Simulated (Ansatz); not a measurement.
Relaxed-ion elastic tensor of Y (fcc (Cu type), Fm-3m) in GPa (Voigt order), plane-wave PAW PBEsol (Ansatz code); density 4.79 g/cm³, 30.82 Å³ per atom.

```
      1     2     3     4     5     6
-  ----  ----  ----  ----  ----  ----
1  60.5  31.9  31.9   0.0   0.0   0.0
2  31.9  60.5  31.9   0.0   0.0   0.0
3  31.9  31.9  60.5   0.0   0.0   0.0
4   0.0   0.0   0.0  33.6   0.0   0.0
5   0.0   0.0   0.0   0.0  33.6   0.0
6   0.0   0.0   0.0   0.0   0.0  33.6
```

Task: Is the crystal mechanically stable?

Result: Yes: the smallest eigenvalue of C is 28.6 GPa.

Task: Work out the Voigt, Reuss and Hill averages.

Result: K_V = 41.5, K_R = 41.5, K_H = 41.5; G_V = 25.9, G_R = 21.8, G_H = 23.9 GPa.

Task: Give Young's modulus, Poisson's ratio, Pugh's ratio and the universal anisotropy index.

Result: E = 9KG/(3K + G) = 60.0 GPa; ν = 0.26; K/G = 1.74 (near the Pugh limit of 1.75, no verdict); A_U = 5G_V/G_R + K_V/K_R − 6 = 0.93.

Task: Estimate the sound speeds and the Debye temperature.

Result: v_l = √((K + 4G/3)/ρ) = 3910 m/s, v_t = √(G/ρ) = 2230 m/s, mean 2480 m/s; Θ = (h/k)(3n/4πV)^(1/3) v_m = 235 K.

Task: Give the Zener ratio and Young's modulus along [100], [110] and [111].

Result: A = 2C44/(C11 − C12) = 2.35; 1/E = S11 − 2(S11 − S12 − S44/2)Γ with Γ = 0, 1/4, 1/3 gives 38.4, 62.7, 79.4 GPa.

The workflow started from a Materials Project entry (that database holds measured and hypothetical structures alike); the Crystallography Open Database files this formula in space group No. 225, but the cells were not matched. It is not the phase usual at ambient conditions (space group No. 194). Symmetry was held in the PBEsol relaxation; its stability against distortions is not shown here. No spin polarisation was allowed. As this level gives no gap, shear constants depend on the k-mesh and smearing (Fermi–Dirac, 0.1 eV here).

Potentials: the earlier of the program's two PAW sets. The files were generated under PBE; for other functionals the program regenerates the frozen cores, and for LDA and PBEsol the local potential too.
